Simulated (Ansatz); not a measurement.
Values for one crystal, relaxed and computed with LDA in the plane-wave PAW code Ansatz; other levels are named.

| Item | Value |
|---|---|
| Volume per atom | 22.29 Å³ |
| Band gap | 1.32 eV (indirect) |
| Debye temperature from the elastic constants | 388 K |
| Poisson's ratio | 0.27 |
| Young's modulus | 105 GPa |
| Dynamical stability on the path | stable (no imaginary branch) |
| Vibrational entropy at 300 K | 27.5 J/(K·mol of atoms) |

### Question
Which of these materials gives this?
A. ZnS, zinc blende
B. AlAs, zinc blende
C. AlN, wurtzite
D. AlCl3, C2/m (Al on 4g, Cl on 4i, Cl on 8j)

### Answer
B, AlAs, zinc blende

Space group F-43m (zinc blende). Symmetry was held in the LDA relaxation. Scalar-relativistic: spin–orbit coupling is off unless named, which matters more the heavier the elements.

Potentials: the earlier of the program's two PAW sets.
